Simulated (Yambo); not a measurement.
```
CELL_PARAMETERS angstrom
      4.39238    -2.63220     0.00000
      4.39238     2.63220     0.00000
     -1.35210     0.00000     5.76531
ATOMIC_POSITIONS crystal
  C  0.33597 0.33597 0.75072
  C  0.66403 0.66403 0.24928
  O  0.21181 0.21181 0.83263
  O  0.78819 0.78819 0.16737
  O  0.38969 0.81339 0.29179
  O  0.61031 0.18661 0.70821
  O  0.18661 0.61031 0.70821
  O  0.81339 0.38969 0.29179
  Na 0.66907 0.66907 0.74079
  Na 0.33093 0.33093 0.25921
  Na 0.00000 0.00000 0.00000
  Na 0.00000 0.00000 0.50000
```

Response from Yambo on LDA (pw.x of Quantum ESPRESSO, ONCV potentials, no spin-orbit coupling) bands: 4×4×4 mesh, 117 bands, 3 Ry local-field block, 0.2 eV broadening.

Give the static electronic dielectric constant without and with local fields along each axis.


```tsv
field along	ε(0), independent particles	ε(0), RPA with local fields	refractive index √ε
x	2.77	2.44	1.56
y	2.83	2.49	1.58
z	2.30	2.08	1.44
```
Electronic (clamped-ion) response only. LDA gaps are usually too small, which raises these values. Convergence of the RPA response with its 4×4×4 mesh was not tested. x, y and z are Cartesian axes of the cell as given.

Geometry of the Materials Project entry, not relaxed at this level.
